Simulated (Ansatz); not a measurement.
LiBr:
Space group Fm-3m (No. 225); a = b = c = 5.511 Å, α = β = γ = 90.00°

| atom | site | symmetry | x | y | z |
|---|---|---|---|---|---|
| Li | 4a | m-3m | 0.0000 | 0.0000 | 0.0000 |
| Br | 4b | m-3m | 0.5000 | 0.5000 | 0.5000 |
(The calculation used a cell of 2 atoms; values per cell refer to that cell.)

Relaxed with PBE. PBE in the plane-wave PAW code Ansatz gives a gap of 4.91 eV.

Q: What gap does HSE06 give on the same cell (Ansatz, PAW)?

A: 6.13 eV, 1.22 eV more. The hybrid was solved on a coarser mesh and at special points; its gap is the smallest among all of these.

| k | v1 PBE | c1 PBE | v1 HSE06 | c1 HSE06 |
|---|---|---|---|---|
| Γ | -0.01 | 4.91 | 0.00 | 6.13 |
| X | -1.13 | 6.23 | … | … |
| L | -0.26 | 5.62 | … | … |
| W | -1.13 | 7.99 | … | … |
| K | -0.85 | 6.63 | … | … |

Q: Top valence (v1) and lowest conduction level (c1) in eV from each method's valence maximum (which need not be a listed point): supply the withheld HSE06 values.

A: 
- K, v1 HSE06: -0.92
- K, c1 HSE06: 7.84
- X, v1 HSE06: -1.22
- X, c1 HSE06: 7.43
- L, v1 HSE06: -0.29
- L, c1 HSE06: 6.80
- W, v1 HSE06: -1.22
- W, c1 HSE06: 9.27

Cost on shared cores: the PBE run (SCF on a 9×9×9 mesh, then bands and DOS) roughly 4 core-seconds, the HSE06 run (SCF on 6×6×6, then a few points) around 50 core-seconds (rough); the tasks are unlike.

The PBE relaxation kept the symmetry of its start; phonons on a q-mesh show no instability. Scalar-relativistic: spin–orbit coupling is off unless named, which matters more the heavier the elements.

Potentials: the later of the program's two PAW sets.
